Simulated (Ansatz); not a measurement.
Relaxed WB2 (space group P6_3/mmc):

```yaml
crystal:
  lattice:
    - [2.98262, 0.00000, 0.00000]
    - [-1.49131, 2.58303, 0.00000]
    - [0.00000, 0.00000, 13.85588]
  atoms:
    - { symbol: B, position: [0.33333, 0.66667, 0.52326] }
    - { symbol: B, position: [0.66667, 0.33333, 0.47674] }
    - { symbol: B, position: [0.66667, 0.33333, 0.02326] }
    - { symbol: B, position: [0.33333, 0.66667, 0.97674] }
    - { symbol: B, position: [0.00000, 0.00000, 0.25000] }
    - { symbol: B, position: [0.00000, 0.00000, 0.75000] }
    - { symbol: B, position: [0.66667, 0.33333, 0.25000] }
    - { symbol: B, position: [0.33333, 0.66667, 0.75000] }
    - { symbol: W, position: [0.33333, 0.66667, 0.13552] }
    - { symbol: W, position: [0.66667, 0.33333, 0.86448] }
    - { symbol: W, position: [0.66667, 0.33333, 0.63552] }
    - { symbol: W, position: [0.33333, 0.66667, 0.36448] }
```

The atoms are displaced by Q × the pattern below (from a DFPT mode at Γ, largest move 1; Q in Å), at fixed cell. It is one choice among 2 degenerate patterns.

```json
[
 {"atom": "B1", "x": "0.000", "y": "0.131", "z": "0.000"},
 {"atom": "B2", "x": "0.000", "y": "-0.131", "z": "0.000"},
 {"atom": "B3", "x": "0.000", "y": "0.131", "z": "0.000"},
 {"atom": "B4", "x": "0.000", "y": "-0.131", "z": "0.000"},
 {"atom": "W9", "x": "0.000", "y": "1.000", "z": "0.000"},
 {"atom": "W10", "x": "0.000", "y": "-1.000", "z": "0.000"},
 {"atom": "W11", "x": "0.000", "y": "1.000", "z": "0.000"},
 {"atom": "W12", "x": "0.000", "y": "-1.000", "z": "0.000"}
]
```

Atoms not listed stay in place.

Computed with LDA (plane waves to 420 eV, PAW, scalar-relativistic; Ansatz, a program for electronic structure). k mesh 14×14×3 (Γ-centred), Fermi-Dirac smearing 0.05 eV. Energies are smeared free energies. With partly filled bands, energies and forces of such displacements shift with the k mesh and the smearing. Spin-orbit coupling is left out, though W is heavy. WB2 is run without spin polarisation. WB2 was relaxed with its symmetry unable to fall. The zero of ΔE is the undisplaced structure. The last digit holds for this mesh only.

| Q (Å) | ΔE (meV/cell) |
|---|---|
| -0.2800 | 2034.4 |
| -0.2333 | 1413.7 |
| -0.1867 | 908.3 |
| -0.1400 | withheld |
| -0.0933 | 229.6 |
| -0.0467 | 57.7 |
| 0.0000 | 0.0 |
| 0.0467 | 57.7 |
| 0.0933 | 229.6 |
| 0.1400 | withheld |
| 0.1867 | 908.3 |
| 0.2333 | 1413.7 |
| 0.2800 | 2034.4 |

Q: Fit an even polynomial form (powers 2, 4, 6) to the given rows and predict ΔE at Q = 0.1400.

A: Least squares on the 11 given rows: ΔE = (26440)·Q² + (-14290)·Q⁴ + (101800)·Q⁶, in meV/cell with Q in Å; root-mean-square residual 0.34 meV/cell. At 0.1400 the fit gives 513.5 meV/cell; the calculation gives 513.7 meV/cell, so the interpolation is off by -0.2 (-0.0 %). The quadratic term alone would give 518.2 meV/cell.

(A displaced cell: forces are minus the slopes of the energy, force constants its curvatures, and phonons follow from these.)
